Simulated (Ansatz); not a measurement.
ZrGe2 (space group Cmcm)

```
CELL_PARAMETERS angstrom
      1.89763    -7.45842     0.00000
      1.89763     7.45842     0.00000
      0.00000     0.00000     3.76411
ATOMIC_POSITIONS crystal
  Zr 0.10453 0.89547 0.75000
  Zr 0.89547 0.10453 0.25000
  Ge 0.44046 0.55954 0.75000
  Ge 0.55954 0.44046 0.25000
  Ge 0.25024 0.74976 0.25000
  Ge 0.74976 0.25024 0.75000
```

The slice is a (010) plane (indices of the conventional cell) through the point (0.895, 0.104, 0.250) (fractional), spanned by u = [001] and v = [110] in vectors of this cell: u (3.76 Å) and v (3.80 Å, at 90° to u). It covers one period; positions are fractions (u, v).

Calculation: PBEsol (plane waves to 420 eV, PAW, scalar-relativistic; Ansatz, an electronic-structure program). k mesh 13×13×12. Near the nuclei the fields are pseudised (PAW); where an atom keeps semicore shells as valence, they peak there. ZrGe2 is run without spin polarisation. ZrGe2 was relaxed with its symmetry unable to fall.

Three fields on this plane, each scaled to ten steps between its own extremes (0 low, 9 high; the total valence density on a logarithmic scale, the potential cut 8 eV below its top; x marks points blanked near nuclei; v = 0 in the bottom row):

Map A
```
|xxxxxx001343100xxxxx|
|xxxxx40024542004xxxx|
|xxxxx21257875212xxxx|
|xxxx3125899985213xxx|
|xx42125899999852124x|
|00012589988899852100|
|00025898xxxxx8985200|
|1124798xxxxxxx897421|
|2346898xxxxxxx898643|
|3357997xxxxxxx799753|
|2346898xxxxxxx898643|
|1124798xxxxxxx897421|
|00025898xxxxx8985200|
|00012589988899852100|
|xx42125899999852124x|
|xxxx3125899985213xxx|
|xxxxx21257875212xxxx|
|xxxxx40024542004xxxx|
|xxxxxx001343100xxxxx|
|xxxxxx001232100xxxxx|
```

Map B
```
|xxxxxx047999740xxxxx|
|xxxxx00589998500xxxx|
|xxxxx02678987620xxxx|
|xxxx0046777776400xxx|
|xx00035555555553000x|
|00024543200023454200|
|44556530xxxxx0356554|
|7777751xxxxxxx157777|
|9998740xxxxxxx047899|
|9998740xxxxxxx047899|
|9998740xxxxxxx047899|
|7777751xxxxxxx157777|
|44556530xxxxx0356554|
|00024543200023454200|
|xx00035555555553000x|
|xxxx0046777776400xxx|
|xxxxx02678987620xxxx|
|xxxxx00589998500xxxx|
|xxxxxx047999740xxxxx|
|xxxxxx047999740xxxxx|
```

Map C
```
|xxxxxx520000025xxxxx|
|xxxxx95211111259xxxx|
|xxxxx74222222247xxxx|
|xxxx8543333333458xxx|
|xx97544455555444579x|
|55444456777776544445|
|12223467xxxxx7643222|
|0012357xxxxxxx753210|
|0012357xxxxxxx753210|
|0002357xxxxxxx753200|
|0012357xxxxxxx753210|
|0012357xxxxxxx753210|
|12223467xxxxx7643222|
|55444456777776544445|
|xx97544455555444579x|
|xxxx8543333333458xxx|
|xxxxx74222222247xxxx|
|xxxxx95211111259xxxx|
|xxxxxx520000025xxxxx|
|xxxxxx520000025xxxxx|
```

**Question.** Assign the maps to these fields: electron localisation function (ELF); valence electron density; electrostatic potential energy of an electron, from the cell's mean.

**Answer.** A is the electron localisation function (ELF); B is the electrostatic potential energy of an electron, from the cell's mean; C is the valence electron density.
